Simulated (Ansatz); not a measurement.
Here is the system:

CsH:
```xyz
2
Lattice="0.0000 3.1905 3.1905 3.1905 0.0000 3.1905 3.1905 3.1905 0.0000" Properties=species:S:1:pos:R:3 pbc="T T T"
Cs     0.0000     0.0000     0.0000
H      3.1905     3.1905     3.1905
```

This is the r²SCAN-relaxed structure.

### Question
All from the program Ansatz at the r²SCAN level (PAW), unless another level is named. Give the static dielectric constant ε0 (ions relaxed, cell fixed).

### Answer
8.65.

### Question
Next, the Bader charges?

### Answer
Cs +0.77, H -0.77 e.

### Question
Next, the Born charges (a third of the trace)?

### Answer
Cs +1.11, H -1.11 e.

### Question
Give the electronic dielectric constant ε∞ (DFPT).

### Answer
2.86.

Space group Fm-3m (rock salt). The workflow started from a Materials Project entry (that database holds measured and hypothetical structures alike); the Crystallography Open Database files this formula in space group No. 225, but the cells were not matched. Whether it is the stable phase at ambient conditions was not checked. Symmetry was held in the r²SCAN relaxation; phonons on a q-mesh show no instability. Scalar-relativistic: spin–orbit coupling is off unless named, which matters more the heavier the elements.

Potentials: the later of the program's two PAW sets.
